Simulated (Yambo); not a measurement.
CdS: sweep of GW parameters

G0W0@PBEsol for CdS (zinc blende, space group F-43m, No. 216) in Yambo. Reference settings: 4×4×4 Γ-centred k mesh, bands 9 to 238 and a 10 Ry block in the screening, 238 bands in G with the Bruneval-Gonze terminator, plasmon pole fitted at 27.2 eV. The PBEsol gap Γ → Γ on this mesh is 1.00 eV; G0W0 gaps are taken between the same points.

```csv
change from the reference,G0W0 gap Γ → Γ (eV),shift of the valence edge (eV),rough Yambo cost
reference settings,2.18,-0.95,1
"88 bands in W, 88 bands in G",2.22,-0.72,about 1/3
"152 bands in W, 152 bands in G",2.18,-0.86,within a factor of two
no random integration,2.14,-0.73,–
```

The reference isn't shown to be the converged limit. Costs are rough (shared machines), scaled to the same edge states, and given only for runs that recompute the screening.

Spin-orbit coupling is included.

Geometry relaxed with PBEsol; primitive cell a = b = c = 4.119 Å, α = β = γ = 60.00°.

A shift is the quasiparticle energy of the state minus its PBEsol energy.
